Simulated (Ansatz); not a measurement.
Here is the system:

BaMgF4:
```xyz
12
Lattice="2.0455 -7.2840 0.0000 2.0455 7.2840 0.0000 0.0000 0.0000 5.8228" Properties=species:S:1:pos:R:3 pbc="T T T"
Ba     2.0455    -2.1951     0.8518
Ba     2.0455     2.1951     3.7632
Mg     2.0455    -6.0538     1.1053
Mg     2.0455     6.0538     4.0168
F      2.0455     1.1521     1.1863
F      2.0455    -1.1521     4.0977
F      2.0455    -4.4110     2.2200
F      2.0455     4.4110     5.1314
F      2.0455     6.8697     0.0498
F      2.0455    -6.8697     2.9613
F      2.0455     4.9004     2.4446
F      2.0455    -4.9004     5.3560
```

This is the PBEsol-relaxed structure. x, y and z are the axes in which the lattice vectors are written.

### Question
All from PBEsol in the plane-wave PAW code Ansatz, unless another level is named. Give the Young's modulus.

### Answer
80.0 GPa.

### Question
Give the piezoelectric stress constants (proper, relaxed ions, C/m²).

### Answer
e24 = 0.85, e32 = -0.17, e33 = -0.59.

Space group Cmc2_1. The workflow started from a Materials Project entry (that database holds measured and hypothetical structures alike); the Crystallography Open Database files this formula in space group No. 36, but the cells were not matched. Whether it is the stable phase at ambient conditions was not checked. The PBEsol relaxation kept the symmetry of its start; its stability against distortions is not shown here. Signs of piezoelectric constants follow the polarity of the cell as given. Spin–orbit coupling is left out wherever it is not named.

Potentials: the later of the program's two PAW sets.
